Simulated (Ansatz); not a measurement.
## Band table of LaTl3

```xyz
4
Lattice="4.7341 0.0000 0.0000 0.0000 4.7341 0.0000 0.0000 0.0000 4.7341" Properties=species:S:1:pos:R:3 pbc="T T T"
La    0.0000    0.0000    0.0000
Tl    0.0000    2.3671    2.3671
Tl    2.3671    0.0000    2.3671
Tl    2.3671    2.3671    0.0000
```

Atom numbers follow the list: La1, Tl2, Tl3, Tl4.

The cell is COD entry 1538104, as deposited and not checked against the literature; nothing was relaxed. The listed cell was then made from it by scaling, straining or moving an atom.

Spin–orbit coupling is left out, though it moves levels of the heavy atoms by tenths of an eV or more.

Level of theory: DFT, PBEsol, all-electron LAPW, scalar-relativistic (Ansatz 0.2.0).

Settings: a Γ-centred 8×8×8 k mesh, Fermi–Dirac smearing of 0.05 eV, basis error target 1 meV/atom, no spin polarisation.

Path points, in fractions of the reciprocal vectors: Γ (0.000, 0.000, 0.000), X (0.000, 0.500, 0.000), M (0.500, 0.500, 0.000), R (0.500, 0.500, 0.500). Levels in eV from the Fermi level; bands 44 to 79, counted from the lowest band of the run. The gap is zero.

```
# k(1/Å) point b44 b45 b46 b47 b48 b49 b50 b51 b52 b53 b54 b55 b56 b57 b58 b59 b60 b61 b62 b63 b64 b65 b66 b67 b68 b69 b70 b71 b72 b73 b74 b75 b76 b77 b78 b79
0.000 Γ -16.34 -16.34 -16.34 -11.86 -11.86 -11.86 -11.86 -11.65 -11.65 -11.34 -11.34 -11.34 -11.12 -11.12 -10.92 -10.83 -10.83 -10.83 -9.64 -4.00 -4.00 -0.98 -0.98 -0.98 1.53 1.53 1.53 2.04 2.32 2.32 2.32 2.66 2.66 2.66 3.06 3.06
0.133 - -16.36 -16.34 -16.34 -11.85 -11.84 -11.84 -11.84 -11.64 -11.63 -11.35 -11.34 -11.34 -11.13 -11.12 -10.93 -10.86 -10.86 -10.83 -9.55 -4.32 -3.97 -0.99 -0.99 -0.74 1.30 1.46 1.46 2.04 2.26 2.26 2.31 2.66 2.70 2.70 2.75 3.14
0.265 - -16.42 -16.35 -16.35 -11.84 -11.79 -11.77 -11.77 -11.61 -11.58 -11.37 -11.31 -11.31 -11.16 -11.11 -10.97 -10.94 -10.94 -10.83 -9.28 -5.04 -3.86 -1.02 -1.02 -0.20 0.65 1.32 1.32 2.04 2.19 2.19 2.29 2.48 2.64 2.79 2.79 3.30
0.398 - -16.49 -16.36 -16.36 -11.81 -11.71 -11.66 -11.66 -11.57 -11.50 -11.39 -11.28 -11.28 -11.22 -11.12 -11.06 -11.06 -11.02 -10.83 -8.86 -5.89 -3.70 -1.12 -1.12 -0.07 0.47 1.29 1.29 2.05 2.16 2.16 2.24 2.39 2.62 2.92 2.92 3.44
0.531 - -16.54 -16.37 -16.37 -11.79 -11.62 -11.53 -11.53 -11.53 -11.42 -11.41 -11.30 -11.28 -11.28 -11.18 -11.18 -11.13 -11.07 -10.83 -8.30 -6.72 -3.54 -1.22 -1.22 -0.61 1.19 1.35 1.35 2.05 2.15 2.15 2.15 2.36 2.61 3.12 3.12 3.54
0.664 X -16.56 -16.37 -16.37 -11.78 -11.58 -11.52 -11.42 -11.41 -11.41 -11.38 -11.36 -11.36 -11.34 -11.21 -11.21 -11.16 -11.08 -10.83 -7.84 -7.28 -3.46 -1.26 -1.26 -0.82 1.38 1.38 1.84 1.84 2.05 2.15 2.15 2.35 2.60 3.26 3.26 3.54
0.796 - -16.56 -16.39 -16.38 -11.77 -11.58 -11.51 -11.47 -11.41 -11.40 -11.36 -11.36 -11.35 -11.31 -11.22 -11.22 -11.16 -11.08 -10.85 -7.80 -7.18 -3.81 -1.19 -0.91 -0.88 1.00 1.15 1.86 2.04 2.04 2.15 2.16 2.35 2.36 2.89 3.16 3.88
0.929 - -16.54 -16.42 -16.38 -11.72 -11.58 -11.53 -11.49 -11.40 -11.38 -11.36 -11.35 -11.34 -11.29 -11.22 -11.20 -11.18 -11.08 -10.92 -7.70 -6.90 -4.48 -1.34 -0.98 -0.15 0.65 0.76 1.91 1.98 2.08 2.15 2.21 2.35 2.35 2.70 2.72 3.97
1.062 - -16.52 -16.46 -16.39 -11.65 -11.60 -11.58 -11.45 -11.38 -11.36 -11.36 -11.35 -11.33 -11.31 -11.23 -11.22 -11.14 -11.08 -11.02 -7.52 -6.50 -5.15 -2.07 -0.68 0.18 0.53 0.99 1.87 1.97 2.04 2.06 2.15 2.16 2.56 2.70 2.78 3.55
1.194 - -16.51 -16.49 -16.40 -11.61 -11.61 -11.57 -11.40 -11.39 -11.37 -11.36 -11.33 -11.31 -11.30 -11.25 -11.24 -11.13 -11.10 -11.08 -7.32 -6.09 -5.67 -2.75 -0.38 -0.13 0.97 1.38 1.71 1.72 2.02 2.04 2.15 2.15 2.71 2.86 3.20 3.24
1.327 M -16.50 -16.50 -16.40 -11.62 -11.62 -11.53 -11.41 -11.37 -11.36 -11.36 -11.32 -11.29 -11.29 -11.28 -11.24 -11.18 -11.08 -11.08 -7.20 -5.90 -5.90 -3.04 -0.23 -0.23 1.14 1.57 1.57 1.62 2.04 2.04 2.15 2.15 2.75 3.13 3.27 3.59
1.515 - -16.50 -16.49 -16.40 -11.64 -11.59 -11.56 -11.45 -11.43 -11.38 -11.33 -11.33 -11.28 -11.27 -11.25 -11.25 -11.13 -11.10 -11.06 -7.49 -5.84 -5.81 -2.50 -0.43 -0.10 0.63 1.48 1.78 1.78 2.00 2.05 2.15 2.15 2.66 2.69 3.35 3.65
1.703 - -16.49 -16.45 -16.38 -11.70 -11.68 -11.60 -11.54 -11.50 -11.35 -11.35 -11.32 -11.30 -11.28 -11.19 -11.17 -11.12 -11.01 -10.99 -8.20 -5.54 -5.36 -1.37 -0.74 -0.43 0.29 1.34 1.80 1.97 2.07 2.16 2.17 2.30 2.56 2.85 3.34 3.62
1.890 - -16.44 -16.40 -16.36 -11.77 -11.77 -11.74 -11.68 -11.56 -11.50 -11.35 -11.31 -11.31 -11.19 -11.14 -11.08 -10.97 -10.95 -10.90 -8.94 -5.05 -4.65 -1.11 -0.93 -0.15 0.84 0.90 1.39 2.03 2.13 2.18 2.24 2.38 2.40 2.98 3.19 3.62
2.078 - -16.37 -16.35 -16.34 -11.84 -11.83 -11.83 -11.80 -11.62 -11.61 -11.35 -11.34 -11.33 -11.13 -11.12 -10.95 -10.88 -10.87 -10.85 -9.46 -4.40 -4.14 -1.15 -0.98 -0.33 0.99 1.35 1.47 2.04 2.22 2.24 2.33 2.44 2.54 2.98 2.99 2.99
2.266 Γ -16.34 -16.34 -16.34 -11.86 -11.86 -11.86 -11.86 -11.65 -11.65 -11.34 -11.34 -11.34 -11.12 -11.12 -10.92 -10.83 -10.83 -10.83 -9.64 -4.00 -4.00 -0.98 -0.98 -0.98 1.53 1.53 1.53 2.04 2.32 2.32 2.32 2.66 2.66 2.66 3.06 3.06
2.496 - -16.38 -16.36 -16.36 -11.84 -11.81 -11.81 -11.78 -11.60 -11.60 -11.35 -11.33 -11.33 -11.13 -11.13 -10.96 -10.89 -10.89 -10.85 -9.37 -4.37 -4.37 -1.56 -0.35 -0.35 0.94 0.94 1.61 2.04 2.19 2.25 2.25 2.50 2.50 2.99 2.99 3.05
2.725 - -16.46 -16.40 -16.40 -11.79 -11.71 -11.71 -11.60 -11.47 -11.47 -11.40 -11.30 -11.30 -11.18 -11.18 -11.12 -11.04 -11.04 -10.88 -8.62 -4.98 -4.98 -2.38 -0.26 -0.26 1.10 1.10 1.76 1.91 2.12 2.14 2.14 2.61 2.61 2.72 3.24 3.24
2.955 - -16.49 -16.42 -16.42 -11.74 -11.63 -11.63 -11.51 -11.45 -11.45 -11.40 -11.33 -11.28 -11.28 -11.19 -11.19 -11.10 -11.10 -10.89 -7.61 -5.47 -5.47 -2.62 -0.90 -0.90 0.16 1.84 1.84 1.89 2.07 2.07 2.07 2.21 3.24 3.24 3.60 3.60
3.185 - -16.46 -16.43 -16.43 -11.72 -11.66 -11.66 -11.63 -11.54 -11.54 -11.48 -11.30 -11.27 -11.27 -11.24 -11.24 -10.97 -10.97 -10.90 -6.54 -5.77 -5.77 -2.59 -1.37 -1.18 -1.18 1.96 1.97 1.97 2.04 2.04 2.05 2.19 3.50 3.50 4.26 4.26
3.415 R -16.43 -16.43 -16.43 -11.72 -11.72 -11.72 -11.69 -11.54 -11.54 -11.54 -11.27 -11.27 -11.27 -11.25 -11.25 -10.90 -10.90 -10.90 -5.86 -5.86 -5.86 -3.29 -1.25 -1.25 -1.25 1.98 1.98 1.98 2.05 2.05 2.05 2.18 3.49 3.49 4.49 4.63
3.603 - -16.45 -16.44 -16.43 -11.71 -11.69 -11.67 -11.65 -11.54 -11.54 -11.50 -11.29 -11.27 -11.26 -11.26 -11.25 -10.95 -10.93 -10.91 -6.31 -5.89 -5.76 -2.70 -1.51 -1.26 -1.07 1.96 1.97 1.99 2.03 2.05 2.05 2.19 3.39 3.58 4.30 4.33
3.790 - -16.48 -16.45 -16.41 -11.70 -11.62 -11.57 -11.55 -11.55 -11.53 -11.38 -11.35 -11.28 -11.26 -11.22 -11.21 -11.08 -11.01 -10.92 -7.01 -6.10 -5.43 -1.89 -1.67 -1.24 -0.29 1.80 1.91 2.00 2.01 2.07 2.08 2.19 3.07 3.39 3.71 3.83
3.978 - -16.52 -16.44 -16.39 -11.71 -11.56 -11.53 -11.51 -11.48 -11.44 -11.44 -11.30 -11.27 -11.23 -11.23 -11.22 -11.14 -11.12 -10.93 -7.51 -6.59 -4.85 -1.52 -1.13 -1.04 1.02 1.09 1.76 1.95 2.04 2.11 2.12 2.23 2.58 2.61 3.46 3.62
4.166 - -16.55 -16.39 -16.38 -11.76 -11.57 -11.51 -11.47 -11.46 -11.41 -11.40 -11.32 -11.31 -11.30 -11.25 -11.20 -11.17 -11.08 -10.87 -7.77 -7.08 -4.04 -1.33 -0.93 -0.41 0.28 1.53 1.86 2.00 2.06 2.14 2.22 2.26 2.38 2.79 3.24 3.37
4.354 X -16.56 -16.37 -16.37 -11.78 -11.58 -11.52 -11.42 -11.41 -11.41 -11.38 -11.36 -11.36 -11.34 -11.21 -11.21 -11.16 -11.08 -10.83 -7.84 -7.28 -3.46 -1.26 -1.26 -0.82 1.38 1.38 1.84 1.84 2.05 2.15 2.15 2.35 2.60 3.26 3.26 3.54
5.292 R -16.43 -16.43 -16.43 -11.72 -11.72 -11.72 -11.69 -11.54 -11.54 -11.54 -11.27 -11.27 -11.27 -11.25 -11.25 -10.90 -10.90 -10.90 -5.86 -5.86 -5.86 -3.29 -1.25 -1.25 -1.25 1.98 1.98 1.98 2.05 2.05 2.05 2.18 3.49 3.49 4.49 4.63
5.425 - -16.44 -16.44 -16.43 -11.71 -11.71 -11.71 -11.67 -11.54 -11.54 -11.53 -11.28 -11.27 -11.27 -11.26 -11.25 -10.92 -10.92 -10.92 -6.07 -5.87 -5.87 -2.94 -1.48 -1.17 -1.17 1.97 1.97 1.99 2.04 2.04 2.05 2.18 3.41 3.54 4.54 4.54
5.557 - -16.46 -16.46 -16.42 -11.67 -11.67 -11.67 -11.61 -11.53 -11.53 -11.48 -11.30 -11.26 -11.25 -11.25 -11.25 -10.96 -10.96 -10.96 -6.48 -5.88 -5.88 -2.11 -2.00 -0.96 -0.96 1.92 1.92 2.02 2.04 2.04 2.08 2.18 3.23 3.52 4.28 4.28
5.690 - -16.48 -16.48 -16.41 -11.63 -11.63 -11.61 -11.53 -11.49 -11.49 -11.42 -11.32 -11.28 -11.25 -11.25 -11.24 -11.03 -11.01 -11.01 -6.86 -5.89 -5.89 -2.53 -1.03 -0.66 -0.66 1.80 1.80 2.03 2.03 2.07 2.11 2.16 3.00 3.42 3.95 3.95
5.823 - -16.49 -16.49 -16.40 -11.62 -11.62 -11.55 -11.45 -11.42 -11.42 -11.36 -11.34 -11.30 -11.26 -11.26 -11.24 -11.12 -11.07 -11.07 -7.12 -5.89 -5.89 -2.91 -0.37 -0.37 0.17 1.65 1.65 2.04 2.04 2.05 2.12 2.14 2.82 3.31 3.69 3.69
5.956 M -16.50 -16.50 -16.40 -11.62 -11.62 -11.53 -11.41 -11.37 -11.36 -11.36 -11.32 -11.29 -11.29 -11.28 -11.24 -11.18 -11.08 -11.08 -7.20 -5.90 -5.90 -3.04 -0.23 -0.23 1.14 1.57 1.57 1.62 2.04 2.04 2.15 2.15 2.75 3.13 3.27 3.59
```
